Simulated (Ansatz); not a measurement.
## Review of an SCF result for Ni

We look at Ni: an experimental structure (space group Fm-3m, primitive cell doubled), with 2 atoms per cell. The computed pressure is over 10 GPa in size, so the cell is far from the computed equilibrium volume. Source: COD entry 2102245; the sample's temperature and pressure aren't taken into account, and it need not be the stable phase.

Level of theory: DFT, LDA, PAW, plane waves, scalar-relativistic (Ansatz).

```yaml
crystal:
  lattice:
    - [-1.781, -3.562, -1.781]
    - [-1.781, 0.0, -1.781]
    - [1.781, 0.0, -1.781]
  atoms:
    - { symbol: Ni, position: [0.0, 0.0, 0.0], spin: 2.0 }
    - { symbol: Ni, position: [0.5, 0.0, 0.5], spin: -2.0 }
magnetization:
  spin_polarized: true
hamiltonian:
  xc: lda
  pseudopotentials: { kind: paw }
basis:
  ecutwfc: 420
kpoints:
  mp_grid: { grid: [8, 13, 11] }
scf:
  occupations: { method: gaussian, width: 0.1 }
  lower_state_search: "off"
output:
  forces: true
  stress: true
  write_density: true
  write_potential: true
  elf: true
  volumetric_format: npy
```

The run was started with:
```sh
ansatz run input.yaml --threads 2 --pin off --max-ram 5120MiB --backend cpu --events-out ev --progress --plain --runs-dir out
```

Wall time and machine: 7.7 s on 2 threads of Intel(R) Xeon(R) 6975P-C (Granite Rapids), on a shared host, peak memory 0.54 GiB.

The end of the output:

```
SCF converged after 17 iterations
Magnetization: 0.0000 μB (18.0000 up, 18.0000 down)
Absolute magnetization: 0.0000 μB (∫|ρ↑−ρ↓|, with the PAW one-centre terms)
Spin contamination: 0.0000 ħ² per cell (⟨S²⟩ above its minimum at these occupations)
Per-site moments (μB) at R_I (Å): [(1.5114e-5, 1.0389), (-1.5114e-5, 1.0389)]
Free energy (F): -11546.465913 eV
Harris-Foulkes:  -11546.465913 eV  (|F-HF|=3.27e-11)
Internal energy: -11546.423641 eV  (E = F + TS)
E sigma→0 (E₀):  -11546.444777 eV
Entropy (-TS):   -0.042272 eV (-21.136 meV/atom)
Fermi energy:    16.684450 eV
--- Forces (eV/Å), atoms counted from 1 ---
  atom   1  Ni     0.00000000     0.00000000     0.00000000
  atom   2  Ni     0.00000000     0.00000000    -0.00000000
--- Stress (GPa, compression-positive) ---
      -23.610434      -0.007484      -0.094647
       -0.007484     -23.666083      -0.007484
       -0.094647      -0.007484     -23.610434
  P = ⅓ Tr σ = -23.6290 GPa (-236.290 kbar)
```

The mesh has less symmetry than the lattice, which lowers the symmetry of the run.

A small moment in a metal is sensitive to the mesh and the smearing.

Site moments are taken inside atomic spheres and don't add up to the total.

Q: The run converged. Is this the lowest state of the cell, and if not, what lies lower and how is it reached?

A: No. A state 48.9 meV/atom (0.098 eV per cell) lower exists in this cell: ferromagnetic, site moments Ni1 0.65, Ni2 0.65 μB, total 1.24 μB per cell, no gap on the k-mesh. It was reached from: parallel moments, default search for lower states [Ni1 2.00, Ni2 2.00 μB]; the moments in brackets, symmetry off, plain SCF [Ni1 2.00, Ni2 2.00 μB]. This multiple of the primitive cell fits some opposed orders; other multiples fit others. The order of the states may change once the cell relaxes. “Lowest” means lowest among the runs made in this cell.
